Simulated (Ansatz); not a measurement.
Values for one crystal, relaxed and computed with the program Ansatz at the r²SCAN level (PAW); other levels are named.

| Quantity | Result |
|---|---|
| Volume per atom | 21.09 Å³ |
| Electronic character | metallic (no gap) |
| Bulk modulus (Birch–Murnaghan fit) | 99.5 GPa |
| Density of states at the Fermi level | 0.45 states/eV per atom (mean over ±0.08 eV) |
| Pressure derivative B′ | 4.3 |
| Formation energy from the elements (no fitted shifts) | -2.29 eV/atom |
| Gap with spin–orbit coupling | none (metallic) |

Question: Pick the material that matches.
A. YSi2Ru2, I4/mmm (Y on 2a, Si on 4e, Ru on 4d)
B. TiTeS, P3m1 (Ti on 1b, Te on 1a, S on 1c)
C. FeO, rock salt
D. YS, rock salt

Answer: D, YS, rock salt

Space group Fm-3m (rock salt). The workflow started from an entry of the Crystallography Open Database (COD). Whether it is the stable phase at ambient conditions was not checked. The cell was relaxed with r²SCAN under the symmetry of its start; whether a distortion lowers the energy is not shown. The run is not spin-polarised. With an odd number of electrons in the cell and no spin polarisation, the count alone makes it a metal. The references are the lowest solids computed at this level, not always the standard phases. Spin–orbit coupling is left out wherever it is not named.

Potentials: the later of the program's two PAW sets.
